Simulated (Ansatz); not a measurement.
Sc2Co in space group I4/mcm (No. 140; Co on 4a, Sc on 8h) under volume change, PBEsol in the plane-wave PAW code Ansatz, shape and atoms relaxed at each volume.

```tsv
V (Å³/atom)	E − E(relaxed) (meV/atom)	P (GPa)
16.242	48.5	10.40
16.778	20.5	6.44
17.313	4.9	3.00
17.849	0.0	0.00
18.384	4.4	-2.59
18.919	17.0	-4.85
19.455	36.5	-6.80
```

What does a third-order Birch–Murnaghan fit give for V₀, B₀ and B′?

V₀ = 17.85 Å³/atom, B₀ = 92.7 GPa, B′ = 3.7.

The workflow started from an entry of the Crystallography Open Database (COD). Its standing as an ambient phase is unchecked. Symmetry was held in the PBEsol relaxation; its stability against distortions is not shown here. The workflow began spin-polarised and lost its moments.

Potentials: the later of the program's two PAW sets.
